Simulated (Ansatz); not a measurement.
YN:
```
CELL_PARAMETERS angstrom
      0.00000     2.44791     2.44791
      2.44791     0.00000     2.44791
      2.44791     2.44791     0.00000
ATOMIC_POSITIONS crystal
  N  0.00000 0.00000 0.00000
  Y  0.50000 0.50000 0.50000
```

r²SCAN (plane waves, PAW; program Ansatz) gives a gap of 0.58 eV without spin–orbit coupling, maximum at Γ, minimum at X.

What happens when spin–orbit coupling is switched on?

The gap falls by 0.02 eV, to 0.56 eV; maximum at Γ, minimum at X.

How large is the spin–orbit splitting of the valence top at Γ?

The fourfold level lies 0.05 eV above the split-off pair.

Give the electron effective mass with spin–orbit coupling.

0.15, 0.15, 1.3 mₑ (principal values).

Give the hole effective mass with spin–orbit coupling, band 1 of 2 at the edge.

1.1 along [100], 0.61 along [110], 0.49 along [111] (mₑ).

Give the hole effective mass with spin–orbit coupling, band 2 of 2 at the edge.

0.24 along [100], 0.28 along [110], 0.31 along [111] (mₑ).

Space group Fm-3m (rock salt). Symmetry was held in the r²SCAN relaxation. The run is not spin-polarised.

Potentials: the later of the program's two PAW sets.
